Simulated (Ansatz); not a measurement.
A geometry of InSe away from equilibrium: step 2 of the relaxation of a generated trial cell of InSe in the beta-GaS structure type. Calculation: r2SCAN (plane waves to 500 eV, PAW, scalar-relativistic; Ansatz, a program for electronic structure). Γ-centred k-mesh 6×6×2 on the run's cell (coarser than for final values), Fermi–Dirac smearing 0.05 eV. The plane waves were selected for a different cell earlier on the path.

```
CELL_PARAMETERS angstrom
      4.01296     0.00000     0.00000
     -2.00648     3.47533     0.00000
      0.00000     0.00000    17.74072
ATOMIC_POSITIONS crystal
  In 0.33333 0.66667 0.17399
  In 0.66667 0.33333 0.67399
  In 0.66667 0.33333 0.82601
  In 0.33333 0.66667 0.32601
  Se 0.33333 0.66667 0.60700
  Se 0.66667 0.33333 0.10700
  Se 0.66667 0.33333 0.39300
  Se 0.33333 0.66667 0.89300
```

Problem. What forces act on the atoms (eV/Å)?

Solution. 
```json
[
 {"atom": "In1", "Fx": "0.00", "Fy": "0.00", "Fz": "-0.03"},
 {"atom": "In2", "Fx": "0.00", "Fy": "0.00", "Fz": "-0.03"},
 {"atom": "In3", "Fx": "0.00", "Fy": "0.00", "Fz": "0.03"},
 {"atom": "In4", "Fx": "0.00", "Fy": "0.00", "Fz": "0.03"},
 {"atom": "Se5", "Fx": "0.00", "Fy": "0.00", "Fz": "-0.66"},
 {"atom": "Se6", "Fx": "0.00", "Fy": "0.00", "Fz": "-0.66"},
 {"atom": "Se7", "Fx": "0.00", "Fy": "0.00", "Fz": "0.66"},
 {"atom": "Se8", "Fx": "0.00", "Fy": "0.00", "Fz": "0.66"}
]
```

The path ends in P6₃/mmc (No. 194). No spin polarisation in the result. No dispersion correction is included, so spacings between layers, chains or molecules are soft and tend to come out too large.

The run could not lose the symmetry of its start; a randomly shaken copy of 8 atoms returns to this structure.
